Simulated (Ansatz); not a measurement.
## Kick test of a cell of AlGa2Sb3

The structure comes from a generated guess, relaxed at this level; another structure or a mixture of phases may lie lower.

Theory: DFT PBE, scalar-relativistic, plane waves, PAW (Ansatz). Cutoff 420 eV; k points 12×12×4 on the computed 6-atom cell (Γ-centred); Gaussian smearing, width 0.10 eV; no spin polarisation.

The cell below (6 atoms, space group P3m1 (No. 156)) is relaxed within its symmetry.

```
CELL_PARAMETERS angstrom
4.39740 0.00000 0.00000
-2.19870 3.80826 0.00000
0.00000 0.00000 10.76708
ATOMIC_POSITIONS crystal
Al 0.33333 0.66667 0.41633
Ga 0.00000 0.00000 0.75043
Ga 0.66667 0.33333 0.08298
Sb 0.00000 0.00000 0.99999
Sb 0.33333 0.66667 0.66695
Sb 0.66667 0.33333 0.33333
```

For the test a repeat of it with 12 atoms (edges 4.40, 7.62, 10.77 Å) was strained at random (σ = 1.5 % a component), the atoms were moved at random (σ = 0.10 Å), and all was relaxed again on a coarse 6×4×2 mesh (in the run’s order of axes) with 0.20 eV smearing, with no symmetry imposed.

Spin–orbit coupling, which can matter for Sb, is left out.

Question: What happens?

Answer: It returns, within 1 meV/atom of the unmoved cell on that mesh and with the same symmetry when read at 0.1 Å (Cm at 0.01 Å, so small strains and shifts remain). No instability shows in this cell; modes of other wave vectors, which need another repeat, aren't tested.
